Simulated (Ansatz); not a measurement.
**W: vibrational free energy, entropy and heat capacity at 0.98 times its equilibrium volume**

The calculation used Ansatz 0.2.0, DFT LDA, scalar-relativistic, plane waves, PAW. Settings: 420 eV plane-wave cutoff, Γ-centred 20×20×20 mesh, Fermi-Dirac smearing of 0.15 eV. No spin polarisation. Phonons by linear response, acoustic sum rule imposed.

The cell, relaxed in shape and atoms at 0.98 times its equilibrium volume:
```cif
data_structure
_symmetry_space_group_name_H-M 'Im-3m'
_symmetry_Int_Tables_number 229
_cell_length_a 3.1143
_cell_length_b 3.1143
_cell_length_c 3.1143
_cell_angle_alpha 90.000
_cell_angle_beta 90.000
_cell_angle_gamma 90.000
_cell_volume 30.20
loop_
_atom_site_label
_atom_site_type_symbol
_atom_site_symmetry_multiplicity
_atom_site_Wyckoff_symbol
_atom_site_fract_x
_atom_site_fract_y
_atom_site_fract_z
_atom_site_occupancy
W1 W 2 a 0.00000 0.00000 0.00000 1
```

In a metal, frequencies and elastic constants depend on the k mesh and the smearing, soft modes and shear constants most. Some empty bands missed the eigensolver's threshold. Spin–orbit coupling is left out, which matters for heavy elements. The q mesh is coarse, so values between its points are rough.

Force constants from linear response on a 2×2×2 q mesh, interpolated to a fine mesh.

Phonon density of states, in bins of 5 cm⁻¹:
| bin centre (cm⁻¹) | share of modes (%) |
| --- | --- |
| 2.5 | 0.0 |
| 7.5 | 0.0 |
| 12.5 | 0.0 |
| 17.5 | 0.0 |
| 22.5 | 0.0 |
| 27.5 | 0.0 |
| 32.5 | 0.1 |
| 37.5 | 0.1 |
| 42.5 | 0.1 |
| 47.5 | 0.2 |
| 52.5 | 0.2 |
| 57.5 | 0.3 |
| 62.5 | 0.3 |
| 67.5 | 0.4 |
| 72.5 | 0.4 |
| 77.5 | 0.5 |
| 82.5 | 0.6 |
| 87.5 | 0.7 |
| 92.5 | 0.8 |
| 97.5 | 0.9 |
| 102.5 | 1.1 |
| 107.5 | 1.3 |
| 112.5 | 1.5 |
| 117.5 | 1.7 |
| 122.5 | 2.0 |
| 127.5 | 2.4 |
| 132.5 | 2.9 |
| 137.5 | 3.7 |
| 142.5 | 5.1 |
| 147.5 | 6.7 |
| 152.5 | 7.7 |
| 157.5 | 5.8 |
| 162.5 | 5.0 |
| 167.5 | 4.5 |
| 172.5 | 4.1 |
| 177.5 | 3.8 |
| 182.5 | 3.5 |
| 187.5 | 2.7 |
| 192.5 | 2.5 |
| 197.5 | 2.6 |
| 202.5 | 3.2 |
| 207.5 | 3.7 |
| 212.5 | 4.6 |
| 217.5 | 5.7 |
| 222.5 | 3.5 |
| 227.5 | 2.3 |
| 232.5 | 1.1 |
| 237.5 | 0.0 |

(1) What is the zero-point energy per atom?

(2) How large are the vibrational entropy and heat capacity at 300 K?

(3) Tabulate them against temperature.

## Answers

(1) 30.7 meV.

(2) S = 3.88 k_B and C_V = 2.84 k_B per atom, 95 % of the Dulong–Petit value.

(3)
```csv
T (K),F_vib (meV/atom),S (k_B/atom),C_V (k_B/atom)
100,27.6,1.14,1.91
200,10.4,2.76,2.66
300,-18.5,3.88,2.84
400,-55.7,4.71,2.91
500,-99.2,5.36,2.94
600,-147.8,5.90,2.96
700,-200.6,6.36,2.97
800,-257.2,6.75,2.98
900,-316.9,7.10,2.98
1000,-379.5,7.42,2.98
```

Cost: 1 run of about 0.63 core-minutes, on Intel Xeon 6975P-C (Granite Rapids) (shared hosts).